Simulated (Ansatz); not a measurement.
GeS:
```yaml
crystal:
  lattice:
    - [10.79076, 0.00000, 0.00000]
    - [0.00000, 3.66659, 0.00000]
    - [0.00000, 0.00000, 4.45780]
  atoms:
    - { symbol: Ge, position: [0.87393, 0.25000, 0.36518] }
    - { symbol: Ge, position: [0.12607, 0.75000, 0.63482] }
    - { symbol: Ge, position: [0.62607, 0.75000, 0.86518] }
    - { symbol: Ge, position: [0.37393, 0.25000, 0.13482] }
    - { symbol: S, position: [0.65301, 0.25000, 0.50317] }
    - { symbol: S, position: [0.34699, 0.75000, 0.49683] }
    - { symbol: S, position: [0.84699, 0.75000, 0.00317] }
    - { symbol: S, position: [0.15301, 0.25000, 0.99683] }
```

Relaxed with PBE. Special points in fractions of this cell's reciprocal vectors: Γ (0.000, 0.000, 0.000); X (0.500, 0.000, 0.000); S (0.500, 0.500, 0.000); Y (0.000, 0.500, 0.000); Z (0.000, 0.000, 0.500); U (0.500, 0.000, 0.500); R (0.500, 0.500, 0.500); T (0.000, 0.500, 0.500).

Question: List the band energies nearest the valence-band maximum at these points for PBE in the plane-wave PAW code Ansatz.

Answer: In eV from the valence-band maximum; about four levels below and three above (degenerate sets whole), none deeper than 8.9 eV; points with the same levels are listed once.

```json
[
 {"k": "Γ", "below": "-1.59 -0.85 -0.79 0.00", "above": "1.24 2.54 2.73"},
 {"k": "X", "below": "-1.77 -1.77 -0.35 -0.35", "above": "2.36 2.36 2.59 2.59"},
 {"k": "S", "below": "-1.48 -1.48 -1.48 -1.48", "above": "1.75 1.75 1.75 1.75"},
 {"k": "Y", "below": "-1.51 -1.51 -1.13 -1.13", "above": "1.45 1.45 1.64 1.64"},
 {"k": "Z", "below": "-0.99 -0.99 -0.33 -0.33", "above": "1.76 1.76 2.48 2.48"},
 {"k": "U", "below": "-0.81 -0.81 -0.35 -0.35", "above": "1.77 1.77 2.36 2.36"},
 {"k": "R", "below": "-1.35 -1.35 -1.35 -1.35", "above": "2.89 2.89 2.89 2.89"},
 {"k": "T", "below": "-1.93 -1.93 -1.23 -1.23", "above": "3.10 3.10 3.18 3.18"}
]
```

Space group Pnma. The cell was relaxed with PBE under the symmetry of its start. A crystal of weakly bound layers computed without a dispersion correction: the cell and the soft elastic constants depend strongly on that. Scalar-relativistic: spin–orbit coupling is off unless named, which matters more the heavier the elements.

Potentials: the earlier of the program's two PAW sets.
